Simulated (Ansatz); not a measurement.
An Ansatz (a program for electronic structure) run. Input:

Ansatz 0.2 input:
```yaml
crystal:
  lattice:
    - [4.7500700007, 0.0, 0.0]
    - [-2.3750350003, 4.1136812904, 0.0]
    - [0.0, 0.0, 7.8787727694]
  atoms:
    - { symbol: Sr, position: [0.0, 0.0, 0.0] }
    - { symbol: Cd, position: [0.3333333333, 0.6666666667, 0.6314467219] }
    - { symbol: Cd, position: [0.6666666667, 0.3333333333, 0.3685532781] }
    - { symbol: Sb, position: [0.3333333333, 0.6666666667, 0.2517298058] }
    - { symbol: Sb, position: [0.6666666667, 0.3333333333, 0.7482701942] }
kpoints:
  mp_grid: { grid: [6, 6, 3] }
  band_path:
    path:
      - [[0.0, 0.0, 0.0], [0.5, 0.0, 0.0], [0.3333333333, 0.3333333333, 0.0], [0.0, 0.0, 0.0], [0.0, 0.0, 0.5], [0.5, 0.0, 0.5], [0.3333333333, 0.3333333333, 0.5], [0.0, 0.0, 0.5]]  # Γ-M-K-Γ-A-L-H-A
      - [[0.5, 0.0, 0.5], [0.5, 0.0, 0.0]]  # L-M
      - [[0.3333333333, 0.3333333333, 0.5], [0.3333333333, 0.3333333333, 0.0]]  # H-K
      - [VBM, CBM]
    npoints: 8
hamiltonian:
  xc: r2scan
  pseudopotentials: { kind: paw }
magnetization: { noncollinear: true, spin_orbit: true }
scf:
  n_extra_bands: 12
  convergence: { dr2_threshold: 0.0000000001 }
  occupations: { method: gaussian, width: 0.01 }
checkpoint: { write: soc.run }
output: { eigenvalues: true }
```

Output (shortened):

```
Pseudopotential: Sr, paw_fr, valence charge 10
Pseudopotential: Cd, paw_fr, valence charge 20
Pseudopotential: Sb, paw_fr, valence charge 15
Functional definition: r2SCAN
non-collinear run that drives no moment, with spin-orbit …
Crystal: 5 atoms, lattice volume = 153.953 Å³
Basis set: ecut = 500 eV, 3887 PW (Γ), exchange–correlation on 144×144×240 points (64 copies of the dense FFT grid, shifted against one another)
Bands: 92, of which v1, the nominal top of the filled ones, is band 80 counted from 1 (79 counted from 0)
Symmetry: 12 space group operations + 12 with time reversal
k-points: 17 of 108
Projection manifold: j_resolved (fully-relativistic pseudo-atomic orbitals)
SCF iter   1: F=—  HF=-33052.105893 eV  |F-HF|=—  |Δ(HF+E_count)|=         —  Δρ=3.11e-2  dr2=7.26e0  dr2_τ=2.75e-2  dr2_m=0.00e0 (ungated)  ethr=3.10e-3  |M|=0.00e0 ∫|m|=0.00e0 μB  |m|>n=0.0e0 m-floor=0.0e0 τ_xc=0.0e0  β_m=0.30  ⟨swp⟩=10.8  Hψ=4194  notcnv=0  defer=2
preconditioner: auto → Resta (q_TF=auto, 2.446 Å⁻¹)
spin=Noncollinear: Resta preconditioning applied to the charge; magnetization (m_x, m_y, m_z) channels mix plain (no charge-response kernel on spin).
SCF iter   2: F=—  HF=-33051.293318 eV  |F-HF|=—  |Δ(HF+E_count)|=   8.13e-1  Δρ=2.13e-2  dr2=2.75e0  dr2_τ=4.18e-3  dr2_m=0.00e0 (ungated)  ethr=3.10e-3  |M|=0.00e0 ∫|m|=0.00e0 μB  |m|>n=0.0e0 m-floor=0.0e0 τ_xc=0.0e0  β_m=0.55  ⟨swp⟩=2.9  Hψ=1010  notcnv=0  defer=108
SCF iter   3: F=—  HF=-33050.881485 eV  |F-HF|=—  |Δ(HF+E_count)|=   4.12e-1  Δρ=6.33e-3  dr2=7.78e-2  dr2_τ=8.27e-4  dr2_m=0.00e0 (ungated)  ethr=3.10e-3  |M|=0.00e0 ∫|m|=0.00e0 μB  |m|>n=0.0e0 m-floor=0.0e0 τ_xc=0.0e0  β_m=0.76  ⟨swp⟩=4.5  Hψ=1157  notcnv=0  defer=110
SCF iter   4: F=—  HF=-33050.891673 eV  |F-HF|=—  |Δ(HF+E_count)|=   1.02e-2  Δρ=1.73e-3  dr2=9.60e-3  dr2_τ=1.38e-4  dr2_m=0.00e0 (ungated)  ethr=9.72e-5  |M|=0.00e0 ∫|m|=0.00e0 μB  |m|>n=0.0e0 m-floor=0.0e0 τ_xc=0.0e0  β_m=0.84  ⟨swp⟩=3.7  Hψ=1369  notcnv=0  defer=110
SCF iter   5: F=—  HF=-33050.892182 eV  |F-HF|=—  |Δ(HF+E_count)|=   5.09e-4  Δρ=5.69e-4  dr2=8.83e-4  dr2_τ=9.31e-6  dr2_m=0.00e0 (ungated)  ethr=1.20e-5  |M|=0.00e0 ∫|m|=0.00e0 μB  |m|>n=0.0e0 m-floor=0.0e0 τ_xc=0.0e0  β_m=0.89  ⟨swp⟩=4.0  Hψ=1361  notcnv=0  defer=110
SCF iter   6: F=—  HF=-33050.892333 eV  |F-HF|=—  |Δ(HF+E_count)|=   1.51e-4  Δρ=2.10e-4  dr2=1.07e-4  dr2_τ=9.09e-7  dr2_m=0.00e0 (ungated)  ethr=1.10e-6  |M|=0.00e0 ∫|m|=0.00e0 μB  |m|>n=0.0e0 m-floor=0.0e0 τ_xc=0.0e0  β_m=0.95  ⟨swp⟩=2.1  Hψ=1081  notcnv=0  defer=110
SCF iter   7: F=—  HF=-33050.892351 eV  |F-HF|=—  |Δ(HF+E_count)|=   1.83e-5  Δρ=7.96e-5  dr2=1.14e-5  dr2_τ=1.56e-7  dr2_m=0.00e0 (ungated)  ethr=1.34e-7  |M|=0.00e0 ∫|m|=0.00e0 μB  |m|>n=0.0e0 m-floor=0.0e0 τ_xc=0.0e0  β_m=0.97  ⟨swp⟩=2.1  Hψ=1067  notcnv=0  defer=110
SCF iter   8: F=—  HF=-33050.892353 eV  |F-HF|=—  |Δ(HF+E_count)|=   1.83e-6  Δρ=2.63e-5  dr2=8.45e-7  dr2_τ=1.72e-8  dr2_m=0.00e0 (ungated)  ethr=1.43e-8  |M|=0.00e0 ∫|m|=0.00e0 μB  |m|>n=0.0e0 m-floor=0.0e0 τ_xc=0.0e0  β_m=0.94  ⟨swp⟩=2.0  Hψ=1373  notcnv=0  defer=110
SCF iter  12: F=-33050.892416 eV  HF=-33050.892416 eV  |F-HF|=7.28e-12  |Δ(HF+E_count)|=  9.46e-11  Δρ=1.65e-7  dr2=6.16e-11  dr2_τ=1.04e-12  dr2_m=0.00e0 (ungated)  ethr=1.00e-12  |M|=0.00e0 ∫|m|=0.00e0 μB  |m|>n=0.0e0 m-floor=0.0e0 τ_xc=0.0e0  ⟨swp⟩=13.5  Hψ=3388  notcnv=0
SCF 1 converged in 12 iterations: F = -33050.892416 eV  dr2 = 6.16e-11
NSCF: frozen V_eff on 34 k-points
NSCF: frozen V_eff on 34 k-points
NSCF: frozen V_eff on 34 k-points
NSCF: frozen V_eff on 16 k-points
NSCF: frozen V_eff on 12 k-points
NSCF: frozen V_eff on 12 k-points
NSCF: frozen V_eff on 12 k-points
NSCF: frozen V_eff on 12 k-points
NSCF: frozen V_eff on 6 k-points
NSCF: frozen V_eff on 8 k-points
NSCF: frozen V_eff on 2 k-points
NSCF: frozen V_eff on 84 k-points
SCF converged after 12 iterations
Magnetization: |M| = 0.0000 μB,  M = (+0.0000, +0.0000, +0.0000) μB
Absolute magnetization: 0.0000 μB (∫|m|)
  site 0: m = (+0.0000, +0.0000, +0.0000) μB, |m| = 0.0000 μB  (R = 1.40 Å)
  site 1: m = (+0.0000, +0.0000, +0.0000) μB, |m| = 0.0000 μB  (R = 1.19 Å)
  site 2: m = (+0.0000, +0.0000, +0.0000) μB, |m| = 0.0000 μB  (R = 1.19 Å)
  site 3: m = (+0.0000, +0.0000, +0.0000) μB, |m| = 0.0000 μB  (R = 1.19 Å)
  site 4: m = (+0.0000, +0.0000, +0.0000) μB, |m| = 0.0000 μB  (R = 1.19 Å)
Free energy (F): -33050.892416 eV
Harris-Foulkes:  -33050.892416 eV  (|F-HF|=7.28e-12)
Internal energy: -33050.892416 eV  (E = F + TS)
E sigma→0 (E₀):  -33050.892416 eV
Fermi energy:    9.621451 eV
--- Per-component energies (eV) ---
  E_band       = -1488.437484
  E_kinetic    = 1670.079766
  E_local      = -12380.255546  (includes V_loc(G=0)·N_el)
  E_nonlocal   = 993.867871
  E_hartree    = 5612.924275
  E_xc         = -755.845503
  E_vxc        = -876.185956  (∫ρ·V_xc dr)
  E_paw        = -20089.690159  (= ΣΔE_a)
  E_vpaw       = -2179.844548  (= ΣTr[D̂ρ^β])
  E_aug_tail   = 0.000010  (compensation charges beyond the density's cutoff)
  E_vtau       = 58.052164  (kinetic-family band-sum trace: ∫τ·v_τ [+ j·A + Jᵃ·Aᵃ] dr)
  E_ewald      = -8101.732060
  E_core_change = -0.241071  (= ΣΔE_core)
  E_smearing   =  0.000000  (= −TS)
  E_closure    =  0.000000  (closes the sum)
  Σ components = -33050.892416   (vs F -33050.892416, Δ=0.00e0)
  [band-id]    e_kinetic+e_local+e_nonlocal+2·e_hartree+e_vxc+e_vpaw+e_augmentation_tail+e_vtau = -1488.437688   (vs E_band -1488.437484, Δ=-2.03e-4)
--- Band table (eV; the first three rows and the last of 17) ---
  k-point 0: bands = ["-96.4188", "-96.4188", "-96.4185", "-96.4185", "-60.5560", "-60.5560", "-60.5544", "-60.5544", "-54.8281", "-54.8281", "-54.8268", "-54.8268", "-54.8254", "-54.8254", "-54.8243", "-54.8243", "-27.8230", "-27.8230", "-20.4561", …
  k-point 1: bands = ["-96.4188", "-96.4188", "-96.4185", "-96.4185", "-60.5560", "-60.5560", "-60.5544", "-60.5544", "-54.8281", "-54.8281", "-54.8268", "-54.8268", "-54.8254", "-54.8254", "-54.8243", "-54.8243", "-27.8230", "-27.8230", "-20.4561", …
  k-point 2: bands = ["-96.4188", "-96.4188", "-96.4185", "-96.4185", "-60.5559", "-60.5559", "-60.5545", "-60.5545", "-54.8280", "-54.8280", "-54.8269", "-54.8269", "-54.8253", "-54.8253", "-54.8244", "-54.8244", "-27.8224", "-27.8224", "-20.4560", …
  k-point 16: bands = ["-96.4186", "-96.4186", "-96.4186", "-96.4186", "-60.5552", "-60.5552", "-60.5552", "-60.5552", "-54.8279", "-54.8279", "-54.8268", "-54.8268", "-54.8256", "-54.8256", "-54.8244", "-54.8244", "-27.8204", "-27.8204", "-20.4558", …
```

Cost: about 10 core-minutes (a rough figure) on shared cores.

Space group P-3m1. The workflow started from an entry of the Crystallography Open Database (COD). Whether it is the stable phase at ambient conditions was not checked. The cell was relaxed with r²SCAN under the symmetry of its start; whether a distortion lowers the energy is not shown.

Potentials: the later of the program's two PAW sets.

Ansatz is a plane-wave DFT program.
